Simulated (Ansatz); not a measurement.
B$_{2}$CO in space group P-4m2 (No. 115; B on 2g, C on 1a, O on 1c), plane-wave PAW r²SCAN (Ansatz code), all energies at zero smearing, with the estimated change up to a 700 eV cutoff added, with one set of potentials and settings (totals compare only within such a set). Cell of 4 atoms (2 B, 1 C, 1 O): -1134.537 eV.

```json
[
 {"element": "B", "reference phase": "R-3m, 12 atoms in the cell", "E (eV/atom)": "-156.5545"},
 {"element": "C", "reference phase": "P6_3/mmc, 4 atoms in the cell", "E (eV/atom)": "-251.6688"},
 {"element": "O", "reference phase": "C2/m, 4 atoms in the cell, spin-polarised", "E (eV/atom)": "-566.0346"}
]
```

Formation energy per atom, worked out: (-1134.537 − 2×(-156.5545) − 1×(-251.6688) − 1×(-566.0346))/4 = -0.931 eV/atom (-90 kJ per mol of atoms), at 0 K, without zero-point energy or fitted corrections.

The start of the workflow was typed in or built on a structure type; neither database checked (COD, Materials Project) lists it. Its standing as an ambient phase is unchecked. The cell was relaxed with r²SCAN under the symmetry of its start; its stability against distortions is not shown here. The references are the lowest solids computed at this level, not always the standard phases (solids in place of the gases).

Potentials: the earlier of the program's two PAW sets.
